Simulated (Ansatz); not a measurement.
Sn (β-Sn type, I4_1/amd) is relaxed with LDA in the plane-wave PAW code Ansatz. What lattice parameters of the conventional cell result?

a = 5.806 Å, c = 3.106 Å.

The LDA relaxation kept the symmetry of its start. Axis ratios of metals converge slowly with the k-mesh, so a and c are less sure than the volume. Spin–orbit coupling is left out wherever it is not named.

Potentials: the later of the program's two PAW sets.
